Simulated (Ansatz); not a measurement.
## What DFT gives for Rb₂Al

```xyz
12
Lattice="6.7599 0.0000 0.0000 0.0000 3.7619 0.0000 0.0000 0.0000 15.1403" Properties=species:S:1:pos:R:3 pbc="T T T"
Al    3.6598    0.0000   14.9147
Al    3.1001    1.8810    7.3445
Al    6.0872    1.8810    0.0000
Al    0.6726    0.0000    7.5701
Rb    1.9881    1.8810    1.4610
Rb    4.7718    0.0000    9.0312
Rb    2.4058    0.0000    5.2219
Rb    4.3540    1.8810   12.7920
Rb    5.7574    1.8810    5.8941
Rb    1.0025    0.0000   13.4642
Rb    5.4092    0.0000    2.1196
Rb    1.3506    1.8810    9.6898
```

Single point in Ansatz 0.2.0 with r2SCAN, no spin polarisation. Cutoff 500 eV, PAW datasets, 5×9×3 Γ-centred k mesh, fermi-dirac filling (width 0.1 eV).

Question: Is it stable against the elements?

Answer: 1.18 eV an atom against the elements' usual phases (free molecules for gases, crystals otherwise, with no correction for O₂ or N₂), so at this geometry it isn't bound against them. Relaxing would lower it.

Question: What happens at the Fermi level?

Answer: It is a metal, with about 8.8 states/eV a cell as the mean within 0.25 eV of the Fermi level, mostly Al p (52 %) and Rb s (25 %).

Question: Give the Bader charges.

Answer: Bader charges in e: Rb +0.23 to +0.39, Al -0.62. In the mean Rb gives up most and Al takes most.

Question: Which atom feels the largest force, and which way?

Answer: The largest is on Rb12 (and as large on other atoms): 2.69 eV/Å, components (-0.02, 0.00, 2.69). It makes 137° with the line to a nearest neighbour, Al4 at 2.91 Å, pointing away from it.

Question: Is the cell too large or too small?

Answer: The pressure is 14.0 GPa (compression positive), so with the atoms held at these fractions the cell would first expand; the forces are large, so a full relaxation may end otherwise. The principal stresses 11.3, 13.2, 17.5 GPa differ, so its shape would change too.

Origin: a known structure type with other elements, at an estimated volume, so it need not be a known compound. Caveats: atoms or cell far from equilibrium.
